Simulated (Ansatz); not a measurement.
Ca (fcc (Cu type), space group No. 225) at seven volumes, DFT-LDA in the program Ansatz with PAW potentials, scaled uniformly. One row is withheld.

| V (Å³/atom) | P (GPa) |
|---|---|
| 34.575 | ? |
| 35.715 | 1.29 |
| 36.855 | 0.61 |
| 37.995 | 0.00 |
| 39.135 | -0.54 |
| 40.275 | -1.02 |
| 41.414 | -1.44 |

Fit the shown pressures and predict the withheld one.

P = (3/2)B₀(x^(7/2) − x^(5/2))[1 + (3/4)(B′ − 4)(x − 1)] with x = (V₀/V)^(2/3). Least squares on the six rows gives V₀ = 37.995 Å³/atom, B₀ = 19.1 GPa, B′ = 2.97. At V = 34.575, x = 1.0649 and P = 2.07 GPa. The run itself gave 2.07 GPa.

Space group Fm-3m (fcc (Cu type)). The LDA relaxation kept the symmetry of its start.

Potentials: the later of the program's two PAW sets.
